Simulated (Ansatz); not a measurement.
# Stability checks on a candidate for Ti2W3

It was reached by relaxing an invented guess, and it needn't be the stable form of this composition.

Theory: Ansatz 0.2.0, DFT PBE, scalar-relativistic, plane waves, PAW. Cutoff 420 eV, Γ-centred 14×14×14 mesh (5-atom cell), Gaussian smearing of 0.10 eV, no spin polarisation.

```
CELL_PARAMETERS angstrom
0.00000 2.27429 11.39978
1.58625 0.00000 11.39978
1.58625 2.27429 0.00000
ATOMIC_POSITIONS crystal
Ti 0.19546 0.19546 0.80454
Ti 0.80454 0.80454 0.19546
W 0.00000 0.00000 0.00000
W 0.59767 0.59767 0.40233
W 0.40233 0.40233 0.59767
```

Energies over the elements count from the elements' standard structures at the same level, with no fitted energy shifts.

Q: These tests were run: energy against the elements; elastic tensor. What do they show?

A:

```
                       test                   result
energy against the elements            +0.01 eV/atom
             elastic tensor  least eigenvalue -6 GPa
```

It fails none of these tests outright. Whether a mixture of other phases lies lower isn't tested here. Phonons away from Γ weren't computed. Undecided within the accuracy: energy against the elements and elastic tensor.

For metals, differences of a few meV/atom aren't resolved. Spin–orbit coupling, which can matter for W, is left out. The run for the elastic tensor used a 14×14×14 k mesh and Fermi–Dirac smearing of 0.15 eV.
